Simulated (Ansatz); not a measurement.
Relaxed GaN (wurtzite):

```xyz
8
Lattice="6.4368 0.0000 0.0000 -1.6092 2.7872 0.0000 0.0000 0.0000 5.2432" Properties=species:S:1:pos:R:3 pbc="T T T"
Ga     1.6092     0.9291     0.0051
Ga     4.8276     0.9291     0.0051
Ga     0.0000     1.8581     2.6267
Ga     3.2184     1.8581     2.6267
N      1.6092     0.9291     3.2730
N      4.8276     0.9291     3.2730
N      0.0000     1.8581     0.6514
N      3.2184     1.8581     0.6514
```

A phonon eigenvector at M = (0.5, 0.0, 0.0) is frozen into this cell: atom i moves by Q times the vector below, so Q is the largest atomic displacement, in Å. The cell is held. (q is in reciprocal vectors of the primitive cell; the cell shown is doubled to hold the pattern.)

```csv
atom,x,y,z
Ga1,0.809,0.467,-0.358
Ga2,-0.809,-0.467,0.358
Ga3,0.809,0.467,0.358
Ga4,-0.809,-0.467,-0.358
N5,0.137,0.079,0.155
N6,-0.137,-0.079,-0.155
N7,0.137,0.079,-0.155
N8,-0.137,-0.079,0.155
```

Level of theory: PBE (plane waves to 420 eV, PAW, scalar-relativistic; Ansatz, a quantum-chemistry and plane-wave program). k mesh 6×12×6 (Γ-centred), Fermi-Dirac smearing 0.05 eV. E stands for the smeared free energy. Compression counts positive. GaN was relaxed with its symmetry unable to fall. ΔE is measured from the undisplaced structure.

| Q (Å) | ΔE (eV/cell) | P (GPa) | −dE/dQ from forces (eV/Å) |
|---|---|---|---|
| -0.280 | [?] | 11.2 | 25.772 |
| -0.233 | [?] | 7.8 | 21.640 |
| -0.187 | 1.634 | 5.0 | 17.415 |
| -0.140 | 0.921 | 2.8 | 13.119 |
| -0.093 | 0.410 | 1.3 | 8.772 |
| -0.047 | [?] | 0.3 | 4.394 |
| 0.000 | 0.000 | 0.0 | 0.000 |
| 0.047 | [?] | 0.3 | -4.394 |
| 0.093 | 0.410 | 1.3 | -8.772 |
| 0.140 | 0.921 | 2.8 | -13.119 |
| 0.187 | 1.634 | 5.0 | -17.415 |
| 0.233 | [?] | 7.8 | -21.640 |
| 0.280 | [?] | 11.2 | -25.772 |

Problem. Complete the blanks.

Solution. 
- -0.280, ΔE (eV/cell): 3.652
- -0.233, ΔE (eV/cell): 2.545
- -0.047, ΔE (eV/cell): 0.103
- 0.047, ΔE (eV/cell): 0.103
- 0.233, ΔE (eV/cell): 2.545
- 0.280, ΔE (eV/cell): 3.652

(For displaced atoms, the force is minus the slope of the energy, and its curvature is a force constant, which sets phonon frequencies.)
